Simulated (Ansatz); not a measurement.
LiTaO3:
Space group P4mm (No. 99); a = 3.9196 Å, b = 3.9196 Å, c = 3.9992 Å, α = 90.00°, β = 90.00°, γ = 90.00°

```tsv
atom	site	symmetry	x	y	z
Ta	1b	4mm	0.5000	0.5000	0.4086
Li	1a	4mm	0.0000	0.0000	0.1506
O	1b	4mm	0.5000	0.5000	0.8665
O	2c	2mm.	0.0000	0.5000	0.3401
```

Relaxed with PBEsol.

Problem. Give the optical modes at the zone centre with their infrared activity from DFPT, PBEsol (plane waves, PAW; program Ansatz).

Solution. Transverse frequencies, without the LO–TO term; a row sums one degenerate level.

```csv
ω (cm⁻¹),degeneracy,IR ((D/Å)²/amu),activity,symmetry
187,2,61.97,IR,E
207,2,0.40,IR,E
215,1,1.81,IR,A1
266,1,0.00,IR-inactive,B1
301,2,2.53,IR,E
309,1,18.98,IR,A1
607,2,66.59,IR,E
692,1,33.42,IR,A1
```

Problem. How high does the top mode go among those that the LO–TO term moves?

Solution. 870 cm⁻¹ for q along x, 870 cm⁻¹ for q along y, 907 cm⁻¹ for q along z.

The start of the workflow was typed in or built on a structure type; neither database checked (COD, Materials Project) lists it. It is not the phase usual at ambient conditions (space group No. 161). The cell was relaxed with PBEsol under the symmetry of its start; whether a distortion lowers the energy is not shown. The run is not spin-polarised. Spin–orbit coupling is left out wherever it is not named.

Potentials: the earlier of the program's two PAW sets. The files were generated under PBE; for other functionals the program regenerates the frozen cores, and for LDA and PBEsol the local potential too.
